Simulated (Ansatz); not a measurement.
# ZnS: excitons and shallow donors from band masses and screening

Level of theory: DFT r2SCAN, scalar-relativistic, plane waves, PAW in Ansatz 0.2.0.

Cutoff 500 eV; k points 8×8×8 on the computed 2-atom cell (Γ-centred); Gaussian smearing, width 0.02 eV; no spin polarisation.

Relaxed cell: F-43m, a = 5.389 Å, b = 5.389 Å, c = 5.389 Å, α = 90.00°, β = 90.00°, γ = 90.00°, 2 atoms in the primitive cell.

The calculation gives a Kohn–Sham gap of 2.70 eV, an electron mass of 0.194 mₑ and a hole mass of 0.395 mₑ (harmonic means over x, y, z and over the bands degenerate at each edge), and ε∞ = 5.63 (independent particles, mean of the diagonal).

Problem. Estimate the binding energy and radius of a Wannier–Mott exciton and of a shallow donor, and say whether the hydrogenic model can hold.

Solution. The reduced mass is μ = mₙmₕ/(mₙ + mₕ) = 0.13 mₑ, with mₙ and mₕ the band masses. With E_b = 13.606 eV × μ/ε² and a = 0.529 Å × ε/μ (μ in mₑ) the exciton has E_b = 56 meV and a = 23 Å. For a donor μ is the electron mass: 83 meV and 15.4 Å. The exciton's radius is 6 times the shortest lattice vector (3.81 Å), so the continuum picture is reasonable. In a polar crystal the ions screen too, so a state bound more weakly than an optical phonon feels the larger static constant, which lowers the energy and widens the orbit. The other way, the small Kohn–Sham gap and the missing local fields make ε∞ too large and the masses tend to be too light, which underbinds.